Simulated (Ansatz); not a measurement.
**Sn4SeS3: rattling a relaxed structure**

It was reached by relaxing an invented guess, and it needn't be the stable form of this composition.

Computed with Ansatz, DFT PBE, scalar-relativistic, plane waves, PAW. Settings: cutoff 420 eV, Γ-centred mesh 8×8×6 on the computed 8-atom cell, Gaussian smearing of 0.02 eV; no spin polarisation.

The cell below (8 atoms, space group Cm (No. 8)) is relaxed within its symmetry.

```
Sn Se S
1.0
    12.01838   -2.05989    0.00000
    12.01838    2.05989    0.00000
    -0.72725    0.00000    4.27774
Sn Se S
4 1 3
Cartesian
  22.0565 0.0000 3.5253
  13.3398 0.0000 1.6458
  16.5773 0.0000 0.0447
  7.0416 0.0000 2.6727
  10.5800 0.0000 1.5684
  0.5683 0.0000 4.1344
  4.4208 0.0000 2.6420
  19.0543 0.0000 0.8775
```

For the test it was strained at random (σ = 1.5 % a component), the atoms were moved at random (σ = 0.15 Å), and all was relaxed again on a coarse 4×4×4 mesh (in the run’s order of axes) with 0.10 eV smearing, with no symmetry imposed.

Weakly bound directions are ill-defined at this level, which has no dispersion term.

Question: Does it come back?

Answer: It returns, within 1 meV/atom of the unmoved cell on that mesh and with the same symmetry when read at 0.1 Å (P1 at 0.01 Å, so small strains and shifts remain). So it is stable against the distortions that fit this cell and that this random move excites. Modes that don't fit the cell aren't tested.
